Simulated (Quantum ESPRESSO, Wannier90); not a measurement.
**Ba(CuS)$_{2}$ (I4/mmm): Wannier90 run**

Materials Project entry mp-4255; symmetrised, unrelaxed at this level. Not found in the COD (Crystallography Open Database) copy used, which has the formula in other groups; not checked further. Computed values, not measurements, from PBEsol: Quantum ESPRESSO (norm-conserving PseudoDojo potentials, cutoff 74 Ry, spinors with spin-orbit coupling) on a Γ-centred 4×4×4 mesh, then Wannier90. Density: 8×8×8 mesh, Gaussian smearing 0.01 Ry. A non-magnetic state is assumed, with no Hubbard U; filled 3d bands tend to lie too high at this level.

On the energy scale of pw.x, whose zero is arbitrary, the valence-band maximum lies at 11.11 eV.

Input w.win:

```
num_bands = 2
num_wann = 2
exclude_bands = 1-16,19-90
spinors = true
num_iter = 1000
conv_tol = 1.0e-6
conv_window = 4
write_hr = true
write_u_matrices = true
auto_projections = true
begin unit_cell_cart
ang
    0.0000000000   -3.9019300000    0.0000000000
    3.9019300000    0.0000000000    0.0000000000
   -1.9509650000    1.9509650000    6.3250500000
end unit_cell_cart
begin atoms_frac
Ba   0.0000000000  0.0000000000  0.0000000000
Cu  -0.2500000000  0.2500000000  0.5000000000
Cu   0.2500000000 -0.2500000000  0.5000000000
S   -0.3589900000 -0.3589900000  0.2820200000
S    0.3589900000  0.3589900000 -0.2820200000
end atoms_frac
mp_grid = 4 4 4
begin kpoints
0.0000000000 0.0000000000 0.0000000000
0.0000000000 0.0000000000 0.2500000000
0.0000000000 0.0000000000 0.5000000000
... (61 more lines: the 4x4x4 mesh through Gamma)
end kpoints
```

Input of pw2wannier90.x that gives the overlap and projection files (equivalent; here they were cut from one run over all bands):

```
&inputpp
  outdir = './out'
  prefix = 'pwscf'
  seedname = 'w'
  write_amn = .true.
  write_mmn = .true.
  atom_proj = .true.
  atom_proj_exclude = 3 4 5 6 7 8 9 10 11 12 13 14 15 16 17 18 19 20 21 22 23 24 25 26 27 28 29 30 31 32 33 34 35 36 37 38 39 40 41 42 43 44 45 46 47 48 49 50 51 52 53 54 55 56 57 58 59 60 61 62 63 64 65 66
/
```

Output w.wout (banner and timings cut):

```
                                    ------
                                    SYSTEM
                                    ------

                              Lattice Vectors (Ang)
                    a_1     0.000000  -3.901930   0.000000
                    a_2     3.901930   0.000000   0.000000
                    a_3    -1.950965   1.950965   6.325050

                   Unit Cell Volume:      96.29925  (Ang^3)

                        Reciprocal-Space Vectors (Ang^-1)
                    b_1     0.000000  -1.610276   0.496691
                    b_2     1.610276   0.000000   0.496691
                    b_3    -0.000000   0.000000   0.993381

 *----------------------------------------------------------------------------*
 |   Site       Fractional Coordinate          Cartesian Coordinate (Ang)     |
 +----------------------------------------------------------------------------+
 | ba   1   0.00000   0.00000   0.00000   |    0.00000   0.00000   0.00000    |
 | cu   1  -0.25000   0.25000   0.50000   |    0.00000   1.95097   3.16253    |
 | cu   2   0.25000  -0.25000   0.50000   |   -1.95097   0.00000   3.16253    |
 | s    1  -0.35899  -0.35899   0.28202   |   -1.95097   1.95097   1.78379    |
 | s    2   0.35899   0.35899  -0.28202   |    1.95097  -1.95097  -1.78379    |
 *----------------------------------------------------------------------------*
                                ------------
                                K-POINT GRID
                                ------------

             Grid size =  4 x  4 x  4      Total points =   64

 *---------------------------------- MAIN ------------------------------------*
 |  Number of Wannier Functions               :                 2             |
 |  Number of Objective Wannier Functions     :                 2             |
 |  Number of input Bloch states              :                 2             |
 |  Output verbosity (1=low, 5=high)          :                 1             |
 |  Timing Level (1=low, 5=high)              :                 1             |
 |  Optimisation (0=memory, 3=speed)          :                 3             |
 |  Length Unit                               :               Ang             |
 |  Post-processing setup (write *.nnkp)      :                 F             |
 |  Using Gamma-only branch of algorithms     :                 F             |
 *----------------------------------------------------------------------------*
 *------------------------------- WANNIERISE ---------------------------------*
 |  Total number of iterations                :              1000             |
 |  Number of CG steps before reset           :                 5             |
 |  Trial step length for line search         :             2.000             |
 |  Convergence tolerence                     :         0.100E-05             |
 |  Convergence window                        :                 4             |
 |  Iterations between writing output         :                 1             |
 |  Iterations between backing up to disk     :               100             |
 |  Write r^2_nm to file                      :                 F             |
 |  Write xyz WF centres to file              :                 F             |
 |  Write on-site energies <0n|H|0n> to file  :                 F             |
 |  Use guiding centre to control phases      :                 F             |
 |  Use phases for initial projections        :                 F             |
 *----------------------------------------------------------------------------*
 *-------------------------------- PLOTTING ----------------------------------*
 |  Plotting Hamiltonian in WF basis          :                 T             |
 *----------------------------------------------------------------------------*

 *---------------------------------- K-MESH ----------------------------------*
 +----------------------------------------------------------------------------+
 |                    Distance to Nearest-Neighbour Shells                    |
 |                    ------------------------------------                    |
 |          Shell             Distance (Ang^-1)          Multiplicity         |
 |          -----             -----------------          ------------         |
 |             1                   0.248345                      2            |
 |             2                   0.421285                      8            |
 |             3                   0.496691                      2            |
 |             4                   0.548481                      8            |
 |             5                   0.569319                      4            |
 |             6                   0.621127                      8            |
 |             7                   0.739955                      8            |
 |             8                   0.745036                      2            |
       ... (lines left out)
 +----------------------------------------------------------------------------+
 | The b-vectors are chosen automatically                                     |
 | The following shells are used:                       1,  2                 |
 +----------------------------------------------------------------------------+
 |                        Shell   # Nearest-Neighbours                        |
 |                        -----   --------------------                        |
 |                          1               2                                 |
 |                          2               8                                 |
 +----------------------------------------------------------------------------+
 | Completeness relation is fully satisfied [Eq. (B1), PRB 56, 12847 (1997)]  |
 +----------------------------------------------------------------------------+
 |                  b_k Vectors (Ang^-1) and Weights (Ang^2)                  |
 |                  ----------------------------------------                  |
 |            No.         b_k(x)      b_k(y)      b_k(z)        w_b           |
 |            ---        --------------------------------     --------        |
 |             1         0.000000    0.000000    0.248345     6.564342        |
 |             2         0.000000    0.000000   -0.248345     6.564342        |
 |             3         0.402569    0.000000    0.124173     1.542621        |
 |             4         0.000000   -0.402569    0.124173     1.542621        |
 |             5         0.402569    0.000000   -0.124173     1.542621        |
 |             6         0.000000   -0.402569   -0.124173     1.542621        |
 |             7        -0.402569    0.000000   -0.124173     1.542621        |
 |             8        -0.402569    0.000000    0.124173     1.542621        |
 |             9         0.000000    0.402569   -0.124173     1.542621        |
 |            10         0.000000    0.402569    0.124173     1.542621        |
 +----------------------------------------------------------------------------+
 |                           b_k Directions (Ang^-1)                          |
 |                           -----------------------                          |
 |            No.           x           y           z                         |
 |            ---        --------------------------------                     |
 |             1         0.000000    0.000000    0.248345                     |
 |             2         0.402569    0.000000    0.124173                     |
 |             3         0.000000   -0.402569    0.124173                     |
 |             4         0.402569    0.000000   -0.124173                     |
 |             5         0.000000   -0.402569   -0.124173                     |
 +----------------------------------------------------------------------------+

 Starting a new Wannier90 calculation ...

 Reading overlaps from w.mmn

 Reading projections from w.amn

 *------------------------------- WANNIERISE ---------------------------------*
 +--------------------------------------------------------------------+<-- CONV
 | Iter  Delta Spread     RMS Gradient      Spread (Ang^2)            |<-- CONV
 +--------------------------------------------------------------------+<-- CONV

 ------------------------------------------------------------------------------
 Initial State
  WF centre and spread    1  ( -0.000000, -0.000000, -0.000000 )     0.84989651
  WF centre and spread    2  ( -0.000000,  0.000000,  0.000000 )     0.84989651
  Sum of centres and spreads ( -0.000000,  0.000000, -0.000000 )     1.69979302

      0     0.170E+01     0.0000000000        1.6997930210  <-- CONV
        O_D=      0.0000001 O_OD=      0.0000001 O_TOT=      1.6997930 <-- SPRD
 ------------------------------------------------------------------------------
      1     0.000E+00     0.0000000215        1.6997930210  <-- CONV
        O_D=      0.0000001 O_OD=      0.0000001 O_TOT=      1.6997930 <-- SPRD
      2     0.000E+00     0.0000000208        1.6997930210  <-- CONV
        O_D=      0.0000001 O_OD=      0.0000001 O_TOT=      1.6997930 <-- SPRD
      3     0.000E+00     0.0000000196        1.6997930210  <-- CONV
        O_D=      0.0000001 O_OD=      0.0000001 O_TOT=      1.6997930 <-- SPRD
      4    -0.222E-15     0.0000000180        1.6997930210  <-- CONV
        O_D=      0.0000001 O_OD=      0.0000001 O_TOT=      1.6997930 <-- SPRD
             <<<     Delta < 1.000E-06  over  4 iterations     >>>
             <<< Wannierisation convergence criteria satisfied >>>
 Final State
  WF centre and spread    1  ( -0.000000, -0.000000, -0.000000 )     0.84989651
  WF centre and spread    2  ( -0.000000,  0.000000,  0.000000 )     0.84989651
  Sum of centres and spreads ( -0.000000,  0.000000, -0.000000 )     1.69979302

         Spreads (Ang^2)       Omega I      =     1.699792911
        ================       Omega D      =     0.000000058
                               Omega OD     =     0.000000052
    Final Spread (Ang^2)       Omega Total  =     1.699793021
```
